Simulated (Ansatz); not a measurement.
# Sr₂Mg: a fit and a missing row

Sr₂Mg, I4/mmm, a = 4.228 Å, c = 14.617 Å. The structure is a Materials Project entry; whether it is the stable form wasn't checked. Ansatz: r2SCAN, PAW, 500 eV, Γ-centred 14×14×14 mesh on 3 atoms, Gaussian smearing 0.10 eV; no spin polarisation. Shape and atoms are relaxed at each volume; pressure is positive in compression.

| V (Å³/atom) | P (GPa) |
| --- | --- |
| 40.934 | 1.10 |
| 42.240 | 0.51 |
| 43.547 | -0.01 |
| 44.853 | ? |
| 46.160 | -0.88 |

**Question.** Take V0 = 43.547 Å³/atom, count pressures from its P0 = -0.01 GPa, fit the third-order Birch–Murnaghan form to the other rows, and predict the missing pressure.

**Answer.** With the Eulerian strain f = ½[(V0/V)^(2/3) − 1] and y = (P − P0)/[3f(1 + 2f)^(5/2)], the form is the line y = B0 + 1.5 B0 (B0′ − 4) f. Rows (f, y): 0.02106, 15.85; 0.01026, 16.06; -0.01905, 16.78. Means f = 0.004090, y = 16.230; Σ(Δf)² = 0.0008615, ΣΔfΔy = -0.02022; the slope is their ratio. y = 16.33 − 23.48 f GPa, so B0 = 16.3 GPa and B0′ = 4 + 2 × (-23.48)/(3 × 16.33) = 3.04. At V = 44.853, f = -0.00975, y = 16.559 and P = -0.47 GPa. The run gave -0.47 GPa, the same to the digits shown.

Cost: 5 runs of about 9.2 core-minutes in all, on Intel Xeon 6975P-C (Granite Rapids) (shared hosts).